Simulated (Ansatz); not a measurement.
According to plane-wave PAW PBE (Ansatz code), AlBN$_{2}$ in the chalcopyrite structure (I-42d) relaxes to a = 4.104 Å, c = 7.685 Å. Al has 4 nearest neighbours from 1.88 Å (tetrahedral); B has 4 nearest neighbours from 1.62 Å (tetrahedral). Against the elements it lies at -1.03 eV/atom, with no fitted shifts.

The Kohn–Sham gap is 2.89 eV (direct). The valence maximum lies at Γ and the conduction minimum at Γ. Electrons at the band edge weigh 0.36, 0.36, 0.44 mₑ (principal values). The hole mass is 0.38, 0.90, 0.90 mₑ (principal values).

The bulk modulus is 258 GPa.

The start of the workflow was typed in or built on a structure type; neither database checked (COD, Materials Project) lists it. Whether it is the stable phase at ambient conditions was not checked. Symmetry was held in the PBE relaxation; whether a distortion lowers the energy is not shown. The references are the lowest solids computed at this level, not always the standard phases (solids in place of the gases).

Potentials: the earlier of the program's two PAW sets.
